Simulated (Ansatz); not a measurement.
Calculation for rocksalt TePb (100), 4 layers: DFT, PBE, all-electron LAPW, scalar-relativistic (Ansatz 0.2.0).

The slab is cut from a bulk crystal relaxed on PAW files (its atoms may have been relaxed since), whose type needn't be the stable one.

Command: `ansatz run input.yaml --threads 3 --pin off --max-ram 8192MiB --backend cpu --events-out ev --progress --plain --runs-dir out` It took 68 s on 3 threads of Intel(R) Xeon(R) Platinum 8375C CPU @ 2.90GHz (Ice Lake) (shared host), peak memory 1.4 GiB.

```yaml
crystal:
  lattice:
    - [4.6436706446, 0.0, 0.0]
    - [0.0, 4.6436706446, 0.0]
    - [0.0, 0.0, 25.8507]
  atoms:
    - { symbol: Pb, position: [0.0, 0.0, 0.3094691245] }
    - { symbol: Te, position: [0.5, 0.5, 0.3094691245] }
    - { symbol: Pb, position: [0.5, 0.5, 0.4364897077] }
    - { symbol: Te, position: [0.0, 0.0, 0.4364897077] }
    - { symbol: Pb, position: [0.0, 0.0, 0.5635102916] }
    - { symbol: Te, position: [0.5, 0.5, 0.5635102916] }
    - { symbol: Pb, position: [0.5, 0.5, 0.6905308755] }
    - { symbol: Te, position: [0.0, 0.0, 0.6905308755] }
kpoints:
  mp_grid: { grid: [6, 6, 1] }
scf:
  occupations: { method: fermi_dirac, width: 0.02 }
hamiltonian:
  xc: pbe
  pseudopotentials: { kind: all_electron, lapw: { basis_error: 0.001 } }
output:
  forces: true
  stress: true
  eigenvalues: true
  populations: true
  dos: { projected: true, de: 0.2, e_range: [-14, 8] }
efield:
  axis: 3
  amplitude: 0
  dipole_correction: true
```

Output:

```
Pb: projections on atomic orbitals take those of the free atom 1s2 2s2 2p6 3s2 3p6 3d10 4s2 4p6 4d10 4f14 5s2 5p6 5d10 6s2 6p2, of charge +0.00 (hamiltonian.pseudopotentials.projection_atoms)
Te: projections on atomic orbitals take those of the free atom 1s2 2s2 2p6 3s2 3p6 3d10 4s2 4p6 4d10 5s2 5p4, of charge +0.00 (hamiltonian.pseudopotentials.projection_atoms)
LAPW: plane waves up to 6.700 Å⁻¹, error target 1.0e-3 eV per atom; small_component_spin mean_spin; Te in spheres of 1.602 Å, 24 of its electrons in bands, Dirac shells []; Pb in spheres of 1.681 Å, 36 of its electrons in bands, Dirac shells [] (how accurate: hamiltonian.pseudopotentials.lapw.basis_error, Limitations)
Engine: ansatz 0.2.0
Pseudopotentials: kind: all_electron
Pseudopotential: Pb, LAPW, valence charge 36, lapw/all_electron/scalar/gaussian/Pb, Koelling and Harmon's equation, gaussian nucleus
Pseudopotential: Te, LAPW, valence charge 24, lapw/all_electron/scalar/gaussian/Te, Koelling and Harmon's equation, gaussian nucleus
Functional definition: PBE
  parameter kappa = 0.804
  parameter beta = 0.06672455060314922
  exchange = pbe_x(kappa = kappa, mu = beta*pi^2/3)
  correlation = pbe_c(beta = beta)
Crystal: 8 atoms, lattice volume = 557.436 Å³
Basis set: ecut = 171.036536275869 eV, 2747 PW (Γ), exchange–correlation at level 2
Bands: 144, of which v1, the nominal top of the filled ones, is band 120 counted from 1 (119 counted from 0)
Symmetry: 8 space group operations
k-points: 10 of 36
Non-local potential: Pb, projectors of the file, none
Non-local potential: Te, projectors of the file, none
Initial density: superposition of atomic densities (neutral atoms: chi_scale 0, normalization atom)
Initial wavefunctions: plane waves of lowest kinetic energy (no species holds an atomic orbital)
Functional: x = pbe(κ = 0.804, μ = 0.2195149727645171), c = pbe(β = 0.06672455060314922)
iter 1 solved again at ethr=1.15e-3 eV; its pass at ethr=1.00e-1 eV (dr2=2.76e0 eV) is discarded
SCF iter   1: F=—  HF=-3011807.373938 eV  |F-HF|=—  |Δ(HF+E_count)|=         —  Δρ=1.25e-2  dr2=2.76e0  ethr=1.15e-3  p=-0.000 e·Å  D=-1.12e-13 V/Å  ΔV_dip=0.00 eV  dr2_dipole=1.31e-12  V_vac-E_F(+/−)=5.00/5.00 eV  ⟨swp⟩=2.3  Hψ=9120  notcnv=0
efield: sawtooth ramp at fractional position 0.9500 (placed from the atoms, in the widest stretch of the axis that holds none; the zero of the levels goes with the place), width 0.1000; the density the first Hamiltonian is built on has a dipole p = -0.000 e·Å; the dipole correction subtracts the counter field D = -1.50e-13 V/Å, which shifts the + side's vacuum level by +0.00 eV against the − side's; the planar-averaged density in the ramp window peaks in size at 3.6e-6 e/Å³
preconditioner: auto → Resta (q_TF=auto, 2.371 Å⁻¹)  ε∞=1.8  [insulator: Δε(μ)=1.442 eV  Ē_g=15.271 eV  σ=0.020 eV  W_gap=1.00  n_scr=130 (ndim 8)  ℏωp=14.1 eV  f_vac=0.489  D(μ)=0.00/eV (n_scr^D=0)  ε∞_Penn≈1.8  vacuum switching on, ρ_ref=1.7e-2 e/Å³]
iter 2 solved again at ethr=6.79e-5 eV; its pass at ethr=1.15e-3 eV (dr2=1.63e-1 eV) is discarded
SCF iter   2: F=—  HF=-3011806.535653 eV  |F-HF|=—  |Δ(HF+E_count)|=   8.38e-1  Δρ=3.39e-3  dr2=1.63e-1  ethr=6.79e-5  p=-0.000 e·Å  D=-2.63e-7 V/Å  ΔV_dip=0.00 eV  dr2_dipole=3.32e-11  V_vac-E_F(+/−)=4.25/4.25 eV  ⟨swp⟩=2.0  Hψ=7665  notcnv=0
[... lines left out ...]
  atom   3  Pb     0.00000000     0.00000000    -0.35553289
  atom   4  Te    -0.00000000     0.00000000    -0.32374081
  atom   5  Pb    -0.00000000     0.00000000     0.35553353
  atom   6  Te     0.00000000     0.00000000     0.32373741
  atom   7  Pb     0.00000000     0.00000000    -0.45033888
  atom   8  Te    -0.00000000     0.00000000    -0.07034242
  max |Σ_I F_I| component: 1.61e-6 eV/Å
--- Stress (GPa, compression-positive) ---
       -0.252227       0.000000       0.000000
        0.000000      -0.252227       0.000000
        0.000000       0.000000      -0.831404
  P = ⅓ Tr σ = -0.4453 GPa (-4.453 kbar)
--- Band table (eV; the first three rows and the last of 10) ---
  k-point 0: bands = ["-155.3567", "-155.3567", "-155.0394", "-155.0394", "-136.1387", "-136.1387", "-135.9842", "-135.9842", "-125.1831", "-125.1831", "-125.1818", "-125.1818", "-125.1818", "-125.1818", "-125.1779", "-125.1779", "-125.1762", "-125.1762", "-125.1668", "-125.1668", "-125.1668", "-125.1668", "-125.0188", "-125.0188", "-125.0175", "-125.0175", "-125.0175", "-125.0175", "-125.0170", "-125.0170", "-125.0155", "-125.0155", "-125.0155", "-125.0155", "-125.0146", "-125.0146", "-105.4037", "-105.4037", "-105.3887", "-105.3887", "-105.3887", "-105.3887", "-105.0847", "-105.0847", "-105.0846", "-105.0846", "-105.0587", "-105.0586", "-78.0133", "-78.0133", "-77.9588", "-77.9588", "-77.9588", "-77.9588", "-77.8272", "-77.8272", "-77.8271", "-77.8271", "-77.8199", "-77.8199", "-32.7314", "-32.7313", "-32.7230", "-32.7230", "-32.7227", "-32.7227", "-32.7150", "-32.7149", "-32.7108", "-32.7107", "-32.4199", "-32.4199", "-32.4156", "-32.4156", "-32.3917", "-32.3917", "-32.3917", "-32.3917", "-32.3872", "-32.3872", "-13.5007", "-13.5003", "-13.4530", "-13.4530", "-13.4530", "-13.4530", "-13.4143", "-13.4143", "-13.4099", "-13.4099", "-13.3390", "-13.3175", "-13.3150", "-13.3146", "-13.3136", "-13.3104", "-13.2984", "-13.2984", "-13.2878", "-13.2878", "-8.1780", "-7.7476", "-7.2266", "-6.8993", "-3.8307", "-3.5794", "-3.0836", "-2.5824", "-0.2641", "0.9267", "0.9267", "1.1189", "1.3251", "1.3251", "1.7779", "1.7779", "2.0615", "2.0615", "2.6136", "2.7097", "5.0258", "5.6578", "6.7331", "6.9820", "7.4013", "7.4142", "7.4142", "7.4498", "7.6726", "7.6726", "7.8267", "8.1051", "8.1051", "8.1127", "8.4800", "8.4800", "8.4981", "8.7003", "8.8641", "9.6944", "9.6944", "9.8655", "10.7130", "10.8084"]
  k-point 1: bands = ["-155.3567", "-155.3567", "-155.0394", "-155.0394", "-136.1387", "-136.1387", "-135.9842", "-135.9842", "-125.1831", "-125.1831", "-125.1818", "-125.1818", "-125.1818", "-125.1818", "-125.1779", "-125.1779", "-125.1762", "-125.1762", "-125.1668", "-125.1668", "-125.1668", "-125.1668", "-125.0188", "-125.0188", "-125.0175", "-125.0175", "-125.0175", "-125.0175", "-125.0170", "-125.0170", "-125.0155", "-125.0155", "-125.0155", "-125.0155", "-125.0146", "-125.0146", "-105.4037", "-105.4037", "-105.3887", "-105.3887", "-105.3887", "-105.3887", "-105.0847", "-105.0847", "-105.0846", "-105.0846", "-105.0587", "-105.0586", "-78.0133", "-78.0133", "-77.9588", "-77.9588", "-77.9588", "-77.9588", "-77.8272", "-77.8272", "-77.8272", "-77.8271", "-77.8199", "-77.8199", "-32.7314", "-32.7313", "-32.7230", "-32.7230", "-32.7227", "-32.7227", "-32.7150", "-32.7149", "-32.7107", "-32.7106", "-32.4199", "-32.4199", "-32.4155", "-32.4155", "-32.3917", "-32.3917", "-32.3917", "-32.3917", "-32.3872", "-32.3872", "-13.4979", "-13.4976", "-13.4542", "-13.4542", "-13.4529", "-13.4529", "-13.4132", "-13.4132", "-13.4115", "-13.4114", "-13.3350", "-13.3182", "-13.3147", "-13.3145", "-13.3142", "-13.3098", "-13.2989", "-13.2972", "-13.2897", "-13.2882", "-8.0342", "-7.6118", "-7.1058", "-6.8184", "-4.1615", "-3.9448", "-3.4750", "-2.9945", "-0.1069", "1.1387", "1.1672", "1.3342", "1.5337", "1.6244", "1.9791", "2.0801", "2.2457", "2.3963", "2.4385", "2.8183", "4.7878", "5.7118", "6.3104", "6.3600", "6.5305", "6.7592", "6.8035", "7.0335", "7.2357", "7.2408", "7.5888", "7.6292", "7.9658", "8.0761", "8.2496", "8.3942", "8.7045", "8.7908", "9.3927", "9.4831", "9.8338", "10.0859", "10.5081", "10.9286"]
  k-point 2: bands = ["-155.3567", "-155.3567", "-155.0394", "-155.0394", "-136.1387", "-136.1387", "-135.9842", "-135.9842", "-125.1831", "-125.1831", "-125.1818", "-125.1818", "-125.1818", "-125.1818", "-125.1779", "-125.1779", "-125.1762", "-125.1762", "-125.1668", "-125.1668", "-125.1668", "-125.1668", "-125.0188", "-125.0188", "-125.0175", "-125.0175", "-125.0175", "-125.0175", "-125.0170", "-125.0170", "-125.0155", "-125.0155", "-125.0155", "-125.0155", "-125.0146", "-125.0146", "-105.4037", "-105.4037", "-105.3887", "-105.3887", "-105.3887", "-105.3887", "-105.0847", "-105.0847", "-105.0846", "-105.0846", "-105.0587", "-105.0586", "-78.0133", "-78.0133", "-77.9588", "-77.9588", "-77.9588", "-77.9588", "-77.8272", "-77.8272", "-77.8272", "-77.8271", "-77.8199", "-77.8199", "-32.7313", "-32.7312", "-32.7230", "-32.7229", "-32.7228", "-32.7227", "-32.7150", "-32.7149", "-32.7105", "-32.7105", "-32.4199", "-32.4199", "-32.4153", "-32.4153", "-32.3917", "-32.3917", "-32.3917", "-32.3917", "-32.3871", "-32.3871", "-13.4926", "-13.4925", "-13.4565", "-13.4565", "-13.4528", "-13.4528", "-13.4196", "-13.4196", "-13.4054", "-13.4054", "-13.3270", "-13.3244", "-13.3223", "-13.3164", "-13.3066", "-13.3029", "-13.2986", "-13.2947", "-13.2935", "-13.2896", "-7.6326", "-7.2546", "-6.8212", "-6.7121", "-4.6820", "-4.6443", "-4.2799", "-3.8436", "0.3520", "1.6387", "1.7322", "1.8125", "2.0308", "2.1018", "2.2966", "2.4978", "2.6576", "2.8526", "2.8619", "3.1423", "4.4375", "4.9512", "5.0723", "5.2462", "5.4207", "5.6114", "5.6170", "5.7988", "6.0693", "6.1411", "6.1684", "7.5802", "8.1411", "8.4299", "9.2370", "9.4479", "9.5979", "9.9255", "10.1246", "10.1923", "10.2997", "10.6268", "10.7496", "11.0163"]
  k-point 9: bands = ["-155.3567", "-155.3567", "-155.0394", "-155.0394", "-136.1387", "-136.1387", "-135.9842", "-135.9842", "-125.1831", "-125.1831", "-125.1818", "-125.1818", "-125.1818", "-125.1818", "-125.1779", "-125.1779", "-125.1762", "-125.1762", "-125.1668", "-125.1668", "-125.1668", "-125.1668", "-125.0188", "-125.0188", "-125.0175", "-125.0175", "-125.0175", "-125.0175", "-125.0170", "-125.0170", "-125.0155", "-125.0155", "-125.0155", "-125.0155", "-125.0146", "-125.0146", "-105.4037", "-105.4037", "-105.3887", "-105.3887", "-105.3887", "-105.3887", "-105.0847", "-105.0847", "-105.0846", "-105.0846", "-105.0587", "-105.0586", "-78.0133", "-78.0133", "-77.9588", "-77.9588", "-77.9588", "-77.9588", "-77.8272", "-77.8272", "-77.8272", "-77.8272", "-77.8199", "-77.8199", "-32.7311", "-32.7311", "-32.7231", "-32.7231", "-32.7227", "-32.7227", "-32.7152", "-32.7152", "-32.7100", "-32.7100", "-32.4202", "-32.4202", "-32.4148", "-32.4148", "-32.3917", "-32.3917", "-32.3917", "-32.3917", "-32.3870", "-32.3870", "-13.4836", "-13.4836", "-13.4569", "-13.4569", "-13.4569", "-13.4569", "-13.4464", "-13.4464", "-13.3901", "-13.3901", "-13.3538", "-13.3538", "-13.3042", "-13.3042", "-13.3041", "-13.3041", "-13.2907", "-13.2907", "-13.2897", "-13.2897", "-6.7831", "-6.7831", "-6.3694", "-6.3694", "-4.3532", "-4.3532", "-4.0350", "-4.0350", "-0.6586", "-0.6586", "-0.2338", "-0.2338", "0.2747", "0.2747", "0.6540", "0.6540", "1.3294", "1.3294", "2.6281", "2.6281", "5.3470", "5.3471", "7.1939", "7.1939", "7.2794", "7.2794", "8.0286", "8.0286", "8.7219", "8.7219", "8.9094", "8.9094", "9.3025", "9.3025", "9.6113", "9.6113", "9.9234", "9.9234", "10.6466", "10.6466", "10.9270", "10.9270", "10.9915", "10.9915"]
--- Löwdin populations: 8 sites ---
  site symbol       q [e]
     0     Pb     81.7018
     1     Te     52.2656
     2     Pb     81.7743
     3     Te     52.1727
     4     Pb     81.7743
     5     Te     52.1727
     6     Pb     81.7018
     7     Te     52.2656
  spilling = 0.000319 (of n_electrons = 536.000000)
```

populations.tsv:

```
# site	symbol	l	j	q
# orbitals = lowdin
# n_electrons = 536.000000
# spilling = 0.000319
# projection_atom_Pb: 1s2 2s2 2p6 3s2 3p6 3d10 4s2 4p6 4d10 4f14 5s2 5p6 5d10 6s2 6p2
# projection_atom_Te: 1s2 2s2 2p6 3s2 3p6 3d10 4s2 4p6 4d10 5s2 5p4
0	Pb	0_1S	-	2.000000
0	Pb	0_2S	-	1.999999
0	Pb	0_3S	-	1.999993
0	Pb	0_4S	-	1.999935
0	Pb	0_5S	-	1.999191
0	Pb	0_6S	-	1.949577
0	Pb	1_2P	-	6.000000
0	Pb	1_3P	-	6.000000
0	Pb	1_4P	-	5.999988
0	Pb	1_5P	-	5.998915
0	Pb	1_6P	-	1.756365
0	Pb	2_3D	-	10.000000
0	Pb	2_4D	-	10.000000
0	Pb	2_5D	-	9.997795
0	Pb	3_4F	-	14.000000
1	Te	0_1S	-	1.999999
1	Te	0_2S	-	1.999976
1	Te	0_3S	-	1.999646
1	Te	0_4S	-	1.995480
1	Te	0_5S	-	1.831542
1	Te	1_2P	-	6.000000
1	Te	1_3P	-	5.999985
1	Te	1_4P	-	5.998576
1	Te	1_5P	-	4.441581
1	Te	2_3D	-	10.000000
1	Te	2_4D	-	9.998854
2	Pb	0_1S	-	2.000000
2	Pb	0_2S	-	1.999999
2	Pb	0_3S	-	1.999994
2	Pb	0_4S	-	1.999941
2	Pb	0_5S	-	1.999274
2	Pb	0_6S	-	1.950653
2	Pb	1_2P	-	6.000000
2	Pb	1_3P	-	6.000000
2	Pb	1_4P	-	5.999985
2	Pb	1_5P	-	5.998668
2	Pb	1_6P	-	1.828038
2	Pb	2_3D	-	10.000000
2	Pb	2_4D	-	10.000000
2	Pb	2_5D	-	9.997764
2	Pb	3_4F	-	14.000000
3	Te	0_1S	-	1.999999
3	Te	0_2S	-	1.999972
3	Te	0_3S	-	1.999594
3	Te	0_4S	-	1.994816
3	Te	0_5S	-	1.807840
3	Te	1_2P	-	6.000000
3	Te	1_3P	-	5.999983
3	Te	1_4P	-	5.998287
3	Te	1_5P	-	4.373575
3	Te	2_3D	-	10.000000
3	Te	2_4D	-	9.998627
4	Pb	0_1S	-	2.000000
4	Pb	0_2S	-	1.999999
4	Pb	0_3S	-	1.999994
4	Pb	0_4S	-	1.999941
4	Pb	0_5S	-	1.999274
4	Pb	0_6S	-	1.950653
4	Pb	1_2P	-	6.000000
4	Pb	1_3P	-	6.000000
4	Pb	1_4P	-	5.999985
4	Pb	1_5P	-	5.998668
4	Pb	1_6P	-	1.828038
4	Pb	2_3D	-	10.000000
4	Pb	2_4D	-	10.000000
4	Pb	2_5D	-	9.997764
4	Pb	3_4F	-	14.000000
5	Te	0_1S	-	1.999999
5	Te	0_2S	-	1.999972
5	Te	0_3S	-	1.999594
5	Te	0_4S	-	1.994816
5	Te	0_5S	-	1.807840
5	Te	1_2P	-	6.000000
5	Te	1_3P	-	5.999983
5	Te	1_4P	-	5.998287
5	Te	1_5P	-	4.373576
5	Te	2_3D	-	10.000000
5	Te	2_4D	-	9.998627
6	Pb	0_1S	-	2.000000
6	Pb	0_2S	-	1.999999
6	Pb	0_3S	-	1.999993
6	Pb	0_4S	-	1.999935
6	Pb	0_5S	-	1.999191
6	Pb	0_6S	-	1.949577
6	Pb	1_2P	-	6.000000
6	Pb	1_3P	-	6.000000
6	Pb	1_4P	-	5.999988
6	Pb	1_5P	-	5.998915
6	Pb	1_6P	-	1.756364
6	Pb	2_3D	-	10.000000
6	Pb	2_4D	-	10.000000
6	Pb	2_5D	-	9.997795
6	Pb	3_4F	-	14.000000
7	Te	0_1S	-	1.999999
7	Te	0_2S	-	1.999976
7	Te	0_3S	-	1.999646
7	Te	0_4S	-	1.995480
7	Te	0_5S	-	1.831542
7	Te	1_2P	-	6.000000
7	Te	1_3P	-	5.999985
7	Te	1_4P	-	5.998576
7	Te	1_5P	-	4.441580
7	Te	2_3D	-	10.000000
7	Te	2_4D	-	9.998854
```

Next run (at the positions relaxed by PAW), as changes to the input before:

```diff
   atoms:
-    - { symbol: Pb, position: [0.0, 0.0, 0.3094691245] }
-    - { symbol: Te, position: [0.5, 0.5, 0.3094691245] }
-    - { symbol: Pb, position: [0.5, 0.5, 0.4364897077] }
-    - { symbol: Te, position: [0.0, 0.0, 0.4364897077] }
-    - { symbol: Pb, position: [0.0, 0.0, 0.5635102916] }
-    - { symbol: Te, position: [0.5, 0.5, 0.5635102916] }
-    - { symbol: Pb, position: [0.5, 0.5, 0.6905308755] }
-    - { symbol: Te, position: [0.0, 0.0, 0.6905308755] }
+    - { symbol: Pb, position: [0.0, 0.0, 0.3175913338] }
+    - { symbol: Te, position: [0.5, 0.5, 0.3069162122] }
+    - { symbol: Pb, position: [0.5, 0.5, 0.4270790898] }
+    - { symbol: Te, position: [0.0, 0.0, 0.4363254669] }
+    - { symbol: Pb, position: [0.0, 0.0, 0.5729215661] }
+    - { symbol: Te, position: [0.5, 0.5, 0.5636721334] }
+    - { symbol: Pb, position: [0.5, 0.5, 0.6824085156] }
+    - { symbol: Te, position: [0.0, 0.0, 0.6930856807] }
 kpoints:
   eigenvalues: true
-  populations: true
-  dos: { projected: true, de: 0.2, e_range: [-14, 8] }
 efield:
```

Results part of the output:

```
SCF 1 converged in 11 iterations: F = -3011806.737361 eV  dr2 = 1.51e-8
SCF converged after 11 iterations
[... lines left out ...]
  k-point 2: bands = ["-155.4269", "-155.4268", "-155.2151", "-155.2151", "-136.0924", "-136.0923", "-136.0439", "-136.0438", "-125.1278", "-125.1277", "-125.1267", "-125.1267", "-125.1267", "-125.1267", "-125.1260", "-125.1259", "-125.1257", "-125.1256", "-125.1254", "-125.1254", "-125.1253", "-125.1253", "-125.0792", "-125.0792", "-125.0791", "-125.0791", "-125.0776", "-125.0776", "-125.0759", "-125.0758", "-125.0731", "-125.0731", "-125.0731", "-125.0731", "-125.0716", "-125.0716", "-105.4737", "-105.4737", "-105.4594", "-105.4594", "-105.4593", "-105.4593", "-105.2551", "-105.2551", "-105.2550", "-105.2550", "-105.2461", "-105.2460", "-77.9418", "-77.9417", "-77.9264", "-77.9264", "-77.9263", "-77.9263", "-77.8893", "-77.8892", "-77.8892", "-77.8892", "-77.8745", "-77.8745", "-32.8041", "-32.8040", "-32.7945", "-32.7945", "-32.7944", "-32.7943", "-32.7860", "-32.7859", "-32.7818", "-32.7817", "-32.5867", "-32.5867", "-32.5826", "-32.5825", "-32.5763", "-32.5762", "-32.5746", "-32.5746", "-32.5746", "-32.5745", "-13.4522", "-13.4515", "-13.4117", "-13.4116", "-13.4115", "-13.4115", "-13.4073", "-13.4072", "-13.3917", "-13.3916", "-13.3853", "-13.3815", "-13.3814", "-13.3811", "-13.3687", "-13.3667", "-13.3570", "-13.3554", "-13.3515", "-13.3495", "-7.7518", "-7.5445", "-6.9289", "-6.8355", "-4.7735", "-4.7225", "-4.2427", "-3.9008", "0.2726", "1.3450", "1.6061", "1.6414", "1.8774", "1.9534", "2.0560", "2.4382", "2.5487", "2.5782", "2.9708", "3.0939", "4.6068", "4.8905", "4.9592", "5.1911", "5.2834", "5.7089", "5.7543", "5.7777", "5.8687", "6.0580", "6.3963", "7.4928", "8.2464", "8.5361", "9.3269", "9.3928", "9.5688", "9.7500", "10.0939", "10.2455", "10.2899", "10.6750", "10.8071", "11.0442"]
  k-point 9: bands = ["-155.4269", "-155.4268", "-155.2151", "-155.2151", "-136.0924", "-136.0923", "-136.0439", "-136.0438", "-125.1278", "-125.1277", "-125.1267", "-125.1267", "-125.1267", "-125.1267", "-125.1260", "-125.1259", "-125.1257", "-125.1256", "-125.1254", "-125.1254", "-125.1253", "-125.1253", "-125.0792", "-125.0792", "-125.0791", "-125.0791", "-125.0776", "-125.0776", "-125.0759", "-125.0758", "-125.0731", "-125.0731", "-125.0731", "-125.0731", "-125.0716", "-125.0716", "-105.4737", "-105.4737", "-105.4594", "-105.4594", "-105.4593", "-105.4593", "-105.2551", "-105.2551", "-105.2550", "-105.2550", "-105.2461", "-105.2460", "-77.9418", "-77.9417", "-77.9264", "-77.9264", "-77.9263", "-77.9263", "-77.8893", "-77.8893", "-77.8892", "-77.8892", "-77.8745", "-77.8745", "-32.8039", "-32.8039", "-32.7947", "-32.7947", "-32.7943", "-32.7943", "-32.7862", "-32.7862", "-32.7813", "-32.7813", "-32.5870", "-32.5869", "-32.5821", "-32.5820", "-32.5762", "-32.5761", "-32.5746", "-32.5746", "-32.5746", "-32.5746", "-13.4535", "-13.4535", "-13.4380", "-13.4379", "-13.4144", "-13.4144", "-13.4142", "-13.4142", "-13.4018", "-13.4017", "-13.3757", "-13.3756", "-13.3649", "-13.3648", "-13.3569", "-13.3569", "-13.3550", "-13.3549", "-13.3510", "-13.3510", "-6.9077", "-6.9077", "-6.6406", "-6.6405", "-4.3487", "-4.3487", "-4.0733", "-4.0733", "-0.7505", "-0.7505", "-0.4777", "-0.4777", "0.3167", "0.3167", "0.6346", "0.6346", "1.2694", "1.2694", "2.3408", "2.3409", "5.6766", "5.6767", "6.8842", "6.8842", "7.3151", "7.3152", "7.5968", "7.5968", "8.6841", "8.6841", "8.8539", "8.8539", "9.4648", "9.4648", "9.6730", "9.6730", "9.8423", "9.8423", "10.7811", "10.7812", "11.1005", "11.1006", "11.2434", "11.2434"]
```

Spin–orbit coupling is left out, which matters for the heavy atoms.
